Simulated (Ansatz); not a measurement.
InHO2:
```
CELL_PARAMETERS angstrom
      4.51081     0.00000     0.00000
      0.00000     5.26519     0.00000
      0.00000     0.00000     3.28164
ATOMIC_POSITIONS crystal
  In 0.50000 0.50000 0.50000
  In 0.00000 0.00000 0.00000
  H  0.50000 0.00000 0.50000
  H  0.00000 0.50000 0.00000
  O  0.28002 0.87011 0.50000
  O  0.71998 0.12989 0.50000
  O  0.78002 0.62989 0.00000
  O  0.21998 0.37011 0.00000
```

Relaxed with HSE06. Special points in fractions of this cell's reciprocal vectors: Γ (0.000, 0.000, 0.000); X (0.500, 0.000, 0.000); S (0.500, 0.500, 0.000); Y (0.000, 0.500, 0.000); Z (0.000, 0.000, 0.500); U (0.500, 0.000, 0.500); R (0.500, 0.500, 0.500); T (0.000, 0.500, 0.500).

List the band energies nearest the valence-band maximum at these points for the program Ansatz at the HSE06 level (PAW).

In eV from the valence-band maximum; about four levels below and three above (degenerate sets whole), none deeper than 8.9 eV; points with the same levels are listed once.

| k | below | above |
|---|---|---|
| Γ | -0.24 -0.20 -0.07 0.00 | 3.71 8.77 9.02 |
| X | -0.57 -0.57 -0.50 -0.50 | 6.56 6.56 8.82 8.82 |
| S | -0.61 -0.61 -0.21 -0.21 | 7.73 7.73 8.33 8.33 |
| Y | -0.69 -0.69 -0.03 -0.03 | 6.67 6.67 11.13 11.13 |
| Z | -1.75 -1.75 -0.39 -0.39 | 8.52 8.52 11.27 11.27 |
| U | -0.64 -0.64 -0.15 -0.15 | 8.74 8.74 11.04 11.04 |
| R | -1.14 -1.14 -0.51 -0.51 | 8.00 8.00 10.66 10.66 |
| T | -0.48 -0.48 -0.13 -0.13 | 8.84 8.84 9.35 9.35 |

Space group Pnnm. The first step of the workflow began from a Materials Project structure, measured or hypothetical; the Crystallography Open Database copy checked does not list it. COD files the formula under space group No. 31, so this cell is another polymorph or a model. Whether it is the stable phase at ambient conditions was not checked. The cell was relaxed with HSE06 under the symmetry of its start; its stability against distortions is not shown here. The hybrid was solved on a coarse mesh, the path and, where they were found, the r²SCAN edge points; its band edges are the extreme levels among these. Spin–orbit coupling is left out wherever it is not named.

Potentials: the later of the program's two PAW sets.
